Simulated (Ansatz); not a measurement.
Au (fcc, Cu type)

```
Au
1.0
    0.00000     2.07863     2.07863
    2.07863     0.00000     2.07863
    2.07863     2.07863     0.00000
Au
1
Direct
  0.00000   0.00000   0.00000
```

Two coordinates are scanned: the volume, and the ratio of the stretch along z (the conventional c axis) to the stretch across it. Atoms keep their fractional coordinates.

The numbers are results of PBE (plane waves to 420 eV, PAW, scalar-relativistic; Ansatz, an electronic-structure program), not measurements. k mesh 19×19×19 (Γ-centred), Fermi-Dirac smearing 0.05 eV. Compression counts positive. With partly filled bands, the response to shear is sensitive to the k mesh, so small differences along c/a are uncertain. Au was relaxed with its symmetry unable to fall. Spin-orbit coupling is left out, though Au is heavy. The PAW data are Ansatz's earlier set.

At one point of the scan the stress tensor (GPa) is:

```
    0.9      0.0      0.0
    0.0      0.9      0.0
    0.0      0.0     -0.9
```

Which point is it?
(A) V/V₀ = 0.960, (c/a)/(c/a)₀ = 0.940
(B) V/V₀ = 0.960, (c/a)/(c/a)₀ = 0.880
(C) V/V₀ = 1.000, (c/a)/(c/a)₀ = 1.060
(D) V/V₀ = 0.920, (c/a)/(c/a)₀ = 1.000

C, V/V₀ = 1.000, (c/a)/(c/a)₀ = 1.060

(Under strain, the slope of the energy per volume gives the stress and its curvature an elastic modulus.)
